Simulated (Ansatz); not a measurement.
Input and command of a calculation in Ansatz (plane waves; scalar-relativistic PAW potentials unless the input names others):

```yaml
crystal:
  lattice:
    - [-1.6522866625, 1.6522866625, -1.6522866625]
    - [-1.6522866625, -1.6522866625, 1.6522866625]
    - [0.0, 6.3970146154, 6.3970146154]
  atoms:
    - { symbol: Ta, position: [0.0, 0.0, 0.9040159615] }
    - { symbol: Ta, position: [0.5, 0.5, 0.1291451374] }
    - { symbol: Ta, position: [0.0, 0.0, 0.3874354121] }
    - { symbol: Ta, position: [0.5, 0.5, 0.6457256868] }
basis:
  ecutwfc: 500
kpoints:
  mp_grid: { grid: [22, 22, 7] }
hamiltonian:
  xc: r2scan
  hubbard: { sites: [{ species: Ta, l: d, u_eff: 1.0 }], double_counting: fll }
  dispersion: d3bj
scf:
  occupations: { method: gaussian, width: 0.15 }
  convergence: { dr2_threshold: 1.0e-09 }
output:
  forces: true
  eigenvalues: true
  stress: true
```

```bash
ansatz run input.yaml --threads 2 --pin off --max-ram 5120MiB --backend cpu --events-out ev --progress --plain --runs-dir out
```

Abridged log:
```
Warning: the engine holds no damping parameters fitted to this dispersion correction and functional, so the run takes those fitted to r2scan beside the three-body term, which d3bj leaves out (hamiltonian.dispersion, under Limitations)
Warning: output.stress: scf.convergence.dr2_threshold = 1e-9 eV is looser than the 4e-10 eV advised for a printed stress (1e-10 eV for each atom of the cell: 4). ...
Basis set: ecut = 500 eV, 1779 PW (Γ), exchange–correlation on 96×96×288 points (64 copies of the dense FFT grid, shifted against one another)
Bands: 32, of which v1, the nominal top of the filled ones, is band 26 counted from 1 (25 counted from 0)
Symmetry: 8 space group operations
k-points: 532 of 3388
SCF iter   1: F=—  HF=-39773.177396 eV  |F-HF|=—  |Δ(HF+E_count)|=         —  Δρ=4.41e-2  dr2=3.68e0  dr2_τ=8.02e-2  ethr=3.10e-3  ⟨swp⟩=4.5  Hψ=69017  notcnv=0
SCF iter   2: F=—  HF=-39773.369332 eV  |F-HF|=—  |Δ(HF+E_count)|=   1.92e-1  Δρ=2.62e-2  dr2=5.87e-1  dr2_τ=3.87e-2  ethr=3.10e-3  ⟨swp⟩=2.2  Hψ=24658  notcnv=0  defer=385
SCF iter   3: F=—  HF=-39773.471945 eV  |F-HF|=—  |Δ(HF+E_count)|=   1.03e-1  Δρ=7.14e-3  dr2=4.48e-2  dr2_τ=5.91e-3  ethr=1.13e-3  ⟨swp⟩=3.0  Hψ=30393  notcnv=0  defer=385
SCF iter   4: F=—  HF=-39773.477417 eV  |F-HF|=—  |Δ(HF+E_count)|=   5.47e-3  Δρ=1.28e-3  dr2=2.04e-3  dr2_τ=8.25e-5  ethr=8.61e-5  ⟨swp⟩=2.8  Hψ=29662  notcnv=0  defer=379
SCF iter   5: F=—  HF=-39773.477747 eV  |F-HF|=—  |Δ(HF+E_count)|=   3.30e-4  Δρ=1.93e-4  dr2=3.96e-5  dr2_τ=4.34e-6  ethr=3.92e-6  ⟨swp⟩=2.7  Hψ=26910  notcnv=0  defer=377
SCF iter   6: F=—  HF=-39773.477756 eV  |F-HF|=—  |Δ(HF+E_count)|=   8.79e-6  Δρ=5.51e-5  dr2=1.55e-6  dr2_τ=1.40e-7  ethr=7.61e-8  ⟨swp⟩=2.4  Hψ=24880  notcnv=0  defer=377
SCF iter   7: F=—  HF=-39773.477757 eV  |F-HF|=—  |Δ(HF+E_count)|=   1.28e-6  Δρ=1.24e-5  dr2=5.79e-7  dr2_τ=1.10e-8  ethr=2.97e-9  ⟨swp⟩=2.4  Hψ=26095  notcnv=0  defer=376
SCF iter   8: F=—  HF=-39773.477757 eV  |F-HF|=—  |Δ(HF+E_count)|=   9.25e-9  Δρ=1.44e-6  dr2=1.18e-9  dr2_τ=5.90e-11  ethr=1.11e-9  ⟨swp⟩=1.1  Hψ=16730  notcnv=0  defer=376
SCF iter   9: F=-39773.477757 eV  HF=-39773.477757 eV  |F-HF|=1.31e-10  |Δ(HF+E_count)|=  4.29e-10  Δρ=2.10e-7  dr2=1.56e-10  dr2_τ=5.37e-12  ethr=1.92e-12  ⟨swp⟩=9.1  Hψ=68815  notcnv=0
SCF 1 converged in 9 iterations: F = -39773.477757 eV  dr2 = 1.56e-10
SCF converged after 9 iterations
Free energy (F): -39773.477757 eV
Harris-Foulkes:  -39773.477757 eV  (|F-HF|=1.31e-10)
Internal energy: -39773.425247 eV  (E = F + TS)
E sigma→0 (E₀):  -39773.451502 eV
Entropy (-TS):   -0.052511 eV (-13.128 meV/atom)
Fermi energy:    19.213067 eV
  E_disp       = -1.286654  (pairwise vdW)
--- Forces (eV/Å), atoms counted from 1 ---
  atom   1  Ta     0.00000000    -1.37639892    -1.37639892
  atom   2  Ta     0.00000000     1.37639892     1.37639892
  atom   3  Ta     0.00000000     0.13340043     0.13340043
  atom   4  Ta     0.00000000    -0.13340043    -0.13340043
--- Stress (GPa, compression-positive) ---
        5.495541       0.000000       0.000000
        0.000000       6.986723       2.700695
        0.000000       2.700695       6.986723
  P = ⅓ Tr σ = 6.4897 GPa (64.897 kbar)
Occupation matrices written to <dir>
```

Apart from outputs and empty bands, the input differs from a reference run on usual settings in scf.convergence.dr2_threshold: not typed → 1e-09; hamiltonian.hubbard: not typed → {"sites": [{"species": "Ta", "l": "d", "u_eff": 1.0}], "double_counting": "fll"}; hamiltonian.dispersion: not typed → "d3bj". The reference, at the same geometry (not necessarily relaxed), gave pressure 8.67 GPa, largest force 1.955 eV/Å, no gap on the mesh. This run converged in 9 SCF iterations (reference: 6) with an energy at zero smearing 887 meV/atom above the reference's (the Hamiltonian itself differs), pressure 6.49 GPa, largest force 1.947 eV/Å, no gap on the mesh.

The run took 37 s on 2 threads of AMD EPYC 9R45 96-Core Processor (Zen 5), on a shared host, peak memory 2.6 GiB.